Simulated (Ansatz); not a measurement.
In r²SCAN (plane waves, PAW; program Ansatz), GeBCN in the trigonal phase (R3m; B on 3a, N on 3a, Ge on 3a, C on 3a) relaxes to a = 2.925 Å, c = 14.365 Å. B has 4 nearest neighbours from 1.66 Å (tetrahedral); Ge has 4 nearest neighbours from 1.88 Å (tetrahedral); C has 4 nearest neighbours from 1.74 Å (tetrahedral). Its formation energy from the elements is 68 meV/atom, with no fitted shifts.

The Kohn–Sham gap is 0.79 eV (indirect). The valence maximum lies at Γ and the conduction minimum at F (3 equivalent valleys). HSE06 on the same cell gives 1.41 eV. Gap from r²SCAN with spin–orbit coupling: 0.79 eV. Electrons at the band edge weigh 0.25, 0.33, 0.47 mₑ (principal values).

The bulk modulus is 248 GPa. The relaxed-ion elastic constants in GPa are C11 = 536, C12 = 106, C13 = 93.1, C14 = -46.7, C33 = 581, C44 = 179. The elastic constants imply a Debye temperature near 989 K. Bader charges are B +1.83, N -1.69, Ge +1.78, C -1.92 e.

The start of the workflow was typed in or built on a structure type; neither database checked (COD, Materials Project) lists it. Its standing as an ambient phase is unchecked. The cell was relaxed with r²SCAN under the symmetry of its start; whether a distortion lowers the energy is not shown. The volume moved by -16 % from the start of the relaxation. The references are the lowest solids computed at this level, not always the standard phases (solids in place of the gases). Spin–orbit coupling is left out wherever it is not named.

Potentials: the earlier of the program's two PAW sets. The files were generated under PBE; for other functionals the program regenerates the frozen cores, and for LDA and PBEsol the local potential too.
